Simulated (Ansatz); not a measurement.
SiCO4:
```cif
data_C2O8Si2
_chemical_formula_sum 'Si2 C2 O8'
_space_group_name_H-M_alt 'I-4'
_space_group_IT_number 82
_space_group_name_Hall 'I -4'
_cell_length_a 4.42868
_cell_length_b 4.42868
_cell_length_c 6.59906
_cell_angle_alpha 90.000
_cell_angle_beta 90.000
_cell_angle_gamma 90.000
loop_
_atom_site_label
_atom_site_type_symbol
_atom_site_symmetry_multiplicity
_atom_site_Wyckoff_symbol
_atom_site_fract_x
_atom_site_fract_y
_atom_site_fract_z
_atom_site_occupancy
Si1 Si 2 a 0.00000 0.00000 0.00000 1
C1 C 2 c 0.00000 0.50000 0.25000 1
O1 O 8 g 0.14092 0.28106 0.13171 1
```
(The calculation used a cell of 6 atoms; values per cell refer to that cell.)

Relaxed with PBE.

Problem. Which orbitals make up the states near the band edges in the program Ansatz at the PBE level (PAW)?

Solution. Top 1 eV of the valence band: O 2p 96 %. Bottom 1 eV of the conduction band: Si 3s 40 %, O 2s 21 %, O 2p 10 %, Si 3p 8 %, C 2s 6 %, outside the projected shells 11 %. Projections are on Löwdin-orthogonalised atomic valence shells; empty p or d shells of many metals are not among them.

Problem. Tabulate the density of states.

Solution. States/eV per cell of 6 atoms, in 0.25 eV bins, energy from the valence-band maximum.

| E (eV) | total | O 2p | Si 3p | C 2p |
|---|---|---|---|---|
| -7.86 | 2.16 | 1.33 | 0.14 | 0.37 |
| -7.61 | 1.43 | 0.89 | 0.12 | 0.27 |
| -7.36 | 1.23 | 0.77 | 0.13 | 0.25 |
| -7.11 | 2.99 | 1.92 | 0.28 | 0.62 |
| -6.86 | 4.73 | 3.07 | 0.39 | 1.00 |
| -6.61 | 7.16 | 4.68 | 0.53 | 1.54 |
| -6.36 | 0.10 | 0.07 | 0.01 | 0.02 |
| -6.11 | 0.00 | 0.00 | 0.00 | 0.00 |
| -5.86 | 0.00 | 0.00 | 0.00 | 0.00 |
| -5.61 | 0.00 | 0.00 | 0.00 | 0.00 |
| -5.36 | 0.00 | 0.00 | 0.00 | 0.00 |
| -5.11 | 0.00 | 0.00 | 0.00 | 0.00 |
| -4.86 | 0.00 | 0.00 | 0.00 | 0.00 |
| -4.61 | 0.00 | 0.00 | 0.00 | 0.00 |
| -4.36 | 0.00 | 0.00 | 0.00 | 0.00 |
| -4.11 | 0.00 | 0.00 | 0.00 | 0.00 |
| -3.86 | 0.00 | 0.00 | 0.00 | 0.00 |
| -3.61 | 0.23 | 0.18 | 0.02 | 0.00 |
| -3.36 | 6.52 | 5.30 | 0.45 | 0.13 |
| -3.11 | 2.09 | 1.71 | 0.10 | 0.05 |
| -2.86 | 4.61 | 3.85 | 0.35 | 0.06 |
| -2.61 | 1.64 | 1.40 | 0.09 | 0.02 |
| -2.36 | 3.06 | 2.74 | 0.11 | 0.03 |
| -2.11 | 4.68 | 4.29 | 0.12 | 0.03 |
| -1.86 | 3.88 | 3.49 | 0.12 | 0.03 |
| -1.61 | 4.94 | 4.45 | 0.11 | 0.05 |
| -1.36 | 2.43 | 2.26 | 0.04 | 0.01 |
| -1.11 | 7.71 | 7.28 | 0.10 | 0.03 |
| -0.86 | 4.00 | 3.71 | 0.06 | 0.01 |
| -0.61 | 1.96 | 1.84 | 0.03 | 0.00 |
| -0.36 | 7.39 | 7.12 | 0.07 | 0.02 |
| -0.11 | 8.87 | 8.58 | 0.07 | 0.02 |
| 0.14 | 0.00 | 0.00 | 0.00 | 0.00 |
| 0.39 | 0.00 | 0.00 | 0.00 | 0.00 |
| 0.64 | 0.00 | 0.00 | 0.00 | 0.00 |
| 0.89 | 0.00 | 0.00 | 0.00 | 0.00 |
| 1.14 | 0.00 | 0.00 | 0.00 | 0.00 |
| 1.39 | 0.00 | 0.00 | 0.00 | 0.00 |
| 1.64 | 0.00 | 0.00 | 0.00 | 0.00 |
| 1.89 | 0.00 | 0.00 | 0.00 | 0.00 |
| 2.14 | 0.00 | 0.00 | 0.00 | 0.00 |
| 2.39 | 0.00 | 0.00 | 0.00 | 0.00 |
| 2.64 | 0.00 | 0.00 | 0.00 | 0.00 |
| 2.89 | 0.00 | 0.00 | 0.00 | 0.00 |
| 3.14 | 0.00 | 0.00 | 0.00 | 0.00 |
| 3.39 | 0.00 | 0.00 | 0.00 | 0.00 |
| 3.64 | 0.00 | 0.00 | 0.00 | 0.00 |
| 3.89 | 0.00 | 0.00 | 0.00 | 0.00 |
| 4.14 | 0.00 | 0.00 | 0.00 | 0.00 |
| 4.39 | 0.00 | 0.00 | 0.00 | 0.00 |
| 4.64 | 0.00 | 0.00 | 0.00 | 0.00 |
| 4.89 | 0.00 | 0.00 | 0.00 | 0.00 |
| 5.14 | 0.00 | 0.00 | 0.00 | 0.00 |
| 5.39 | 0.00 | 0.00 | 0.00 | 0.00 |
| 5.64 | 0.00 | 0.00 | 0.00 | 0.00 |
| 5.89 | 0.00 | 0.00 | 0.00 | 0.00 |
| 6.14 | 0.00 | 0.00 | 0.00 | 0.00 |
| 6.39 | 0.00 | 0.00 | 0.00 | 0.00 |
| 6.64 | 0.00 | 0.00 | 0.00 | 0.00 |
| 6.89 | 0.02 | 0.00 | 0.00 | 0.00 |
| 7.14 | 0.10 | 0.01 | 0.00 | 0.00 |
| 7.39 | 0.18 | 0.02 | 0.01 | 0.01 |
| 7.64 | 0.29 | 0.03 | 0.03 | 0.01 |
| 7.89 | 0.47 | 0.05 | 0.06 | 0.03 |
| 8.14 | 1.19 | 0.13 | 0.23 | 0.15 |
| 8.39 | 2.73 | 0.30 | 0.69 | 0.44 |
| 8.64 | 3.51 | 0.45 | 0.91 | 0.65 |
| 8.89 | 3.37 | 0.43 | 1.09 | 0.51 |
| 9.14 | 4.59 | 0.64 | 1.49 | 0.56 |
| 9.39 | 3.38 | 0.52 | 1.25 | 0.43 |
| 9.64 | 3.61 | 0.54 | 1.43 | 0.50 |
| 9.89 | 2.00 | 0.28 | 0.85 | 0.28 |
| 10.14 | 4.40 | 0.69 | 1.87 | 0.48 |
| 10.39 | 1.81 | 0.31 | 0.77 | 0.16 |
| 10.64 | 0.36 | 0.07 | 0.15 | 0.03 |
| 10.89 | 0.50 | 0.11 | 0.02 | 0.06 |
| 11.14 | 1.93 | 0.42 | 0.10 | 0.46 |
| 11.39 | 4.18 | 0.89 | 0.20 | 1.18 |
| 11.64 | 1.04 | 0.21 | 0.09 | 0.29 |

The start of the workflow was typed in or built on a structure type; neither database checked (COD, Materials Project) lists it. Whether it is the stable phase at ambient conditions was not checked. Symmetry was held in the PBE relaxation; whether a distortion lowers the energy is not shown. The volume moved by 18 % from the start of the relaxation.

Potentials: the later of the program's two PAW sets.
